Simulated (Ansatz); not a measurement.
Ga:
```cif
data_Ga4
_chemical_formula_sum 'Ga4'
_space_group_name_H-M_alt 'P 1'
_space_group_IT_number 1
_cell_length_a 4.40878
_cell_length_b 4.40878
_cell_length_c 4.48584
_cell_angle_alpha 90.000
_cell_angle_beta 90.000
_cell_angle_gamma 118.950
loop_
_space_group_symop_operation_xyz
  'x, y, z'
loop_
_atom_site_label
_atom_site_type_symbol
_atom_site_fract_x
_atom_site_fract_y
_atom_site_fract_z
_atom_site_occupancy
Ga1 Ga 0.65595 0.34405 0.41664 1
Ga2 Ga 0.34405 0.65595 0.58336 1
Ga3 Ga 0.84405 0.15595 0.91664 1
Ga4 Ga 0.15595 0.84405 0.08336 1
```

Relaxed with PBEsol.

### Question
Decompose the optical modes at the zone centre into irreducible representations, and say which are infrared and Raman allowed.

### Answer
Point group mmm: Γ_opt = 2Ag + Au + B1g + B1u + B2g + B2u + 2B3g. Infrared: B1u, B2u. Raman: Ag, B1g, B2g, B3g.

### Question
Assign frequencies (DFPT, PBEsol (plane waves, PAW; program Ansatz)).

### Answer
B1g 63, Ag 93, B1u 97, Au 109, B3g 153, B2u 184, B2g 188, B3g 211, Ag 236 cm⁻¹.

Subscripts of B labels follow the axes of the standard setting.

Space group Cmce (α-Ga). The cell was relaxed with PBEsol under the symmetry of its start; of distortions, only those at the zone centre were tested. As this level gives no gap, phonon frequencies hold no LO–TO term and depend on the k-mesh and smearing (Fermi–Dirac, 0.1 eV here).

Potentials: the later of the program's two PAW sets.
